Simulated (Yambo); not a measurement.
G0W0@PBEsol for RbCl (CsCl type, space group Pm-3m, No. 221) in Yambo (4×4×4 mesh, 8 Ry block, plasmon pole, screening fixed), without a terminator:

```
bands N in G  gap M → Γ (eV)  shift of the valence edge (eV)
------------  --------------  ------------------------------
76                     7.653                          -1.545
132                    7.711                          -1.782
216                    7.765                          -1.912
```

Question: Extrapolate both columns to infinite N with E(N) = E∞ + A/N, test the form, and compare with the terminator.

Answer: From two points, E∞ = (N2 E2 − N1 E1)/(N2 − N1). The two largest N give 7.85 eV for the gap and -2.12 eV for the shift; the two smallest give 7.79 eV and -2.10 eV. For the gap the slopes A are -10 and -18 eV: the form isn't reached, and its limit is uncertain. For the shift the slopes A are 42 and 44 eV: the 1/N form holds. With the Bruneval-Gonze terminator and 216 bands the run gives 7.79 eV and -2.00 eV, 0.06 eV and 0.12 eV from the extrapolated values: the terminator too is an estimate of the remainder. Block, mesh and the bands in W are held fixed.

Geometry relaxed with PBEsol; primitive cell a = b = c = 3.886 Å, α = β = γ = 90.00°.

This is not the ordinary phase of the substance.

A shift is the quasiparticle energy of the state minus its PBEsol energy.
